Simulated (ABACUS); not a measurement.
Set-up for a self-consistent single point of HgTe (F-43m, 8 atoms in the cell; from Materials Project mp-2730, changed as shown).

```
CELL_PARAMETERS angstrom
      6.71157     0.00000     0.00000
      0.00000     6.71157     0.00000
      0.00000     0.00000     6.71157
ATOMIC_POSITIONS crystal
  Hg 0.00000 0.00000 0.00000
  Hg 0.00000 0.50000 0.50000
  Hg 0.50000 0.00000 0.50000
  Hg 0.50000 0.50000 0.00000
  Te 0.25000 0.25000 0.75000
  Te 0.25000 0.75000 0.25000
  Te 0.75000 0.25000 0.25000
  Te 0.75000 0.75000 0.75000
```

All values come from this method and carry its errors: PBE, numerical atomic orbitals DZP (confined pseudo-atomic orbitals with Gaussian additions; energy shift 0.01 Ry), PseudoDojo 0.5 standard norm-conserving PBE (tails mended) pseudopotentials (ABACUS).

ABACUS settings:

```
key                                                                   value
---------------  ----------------------------------------------------------
basis                   DZP numerical atomic orbitals, energy shift 0.01 Ry
KPT                                                       Gamma 4 4 4 0 0 0
basis_type                                                             lcao
ecutwfc                                                              100 Ry
smearing_method                                                          fd
smearing_sigma                                                0.00999582 Ry
potentials       PseudoDojo 0.5 standard norm-conserving PBE (tails mended)
symmetry                                                                  1
ks_solver                                                           genelpa
scf_nmax                                                                100
scf_thr                                                             1.0e-07
mixing_type                                                         broyden
mixing_beta                                                             0.4
```

Results:

- Number of valence electrons = 144
- Number of bands = 87
- Number of k-points after the program's reduction = 10
- Size of the basis = 204
- Number of SCF iterations = 10
- Free energy E − TS = -29539.9994 eV
- Fermi level (on the code's own zero) = 7.49 eV
- Pressure = -1.84 GPa

Stress (GPa, positive for compression):
```
-1.84   0.00   0.00
 0.00  -1.84   0.00
 0.00   0.00  -1.84
```

For comparison: a first run was changed to give this one (lattice scaled by 1.02), and from it to this one the free energy goes up by 11.5 meV/atom and the pressure goes from 0.33 to -1.84 GPa.

The atom-centred basis is finite, which shifts total energies and pressures against plane waves. The structure comes from a collection of computed structures, made at another level of theory; the collection holds predicted forms beside known ones. No clean gap shows at this smearing width and mesh (spacing up to 0.23 Å⁻¹); the mesh is coarse for partly filled bands, so the values carry mesh errors. Semi-local functionals can close small gaps.

Cost on one core: around 30 core-seconds (rough).

The atomic orbitals were generated for these runs; they are not ABACUS's published sets and were checked against plane waves on a few crystals only.

“Tails mended”: in these copies of the files the far tail of each local potential was reset to the Coulomb form.
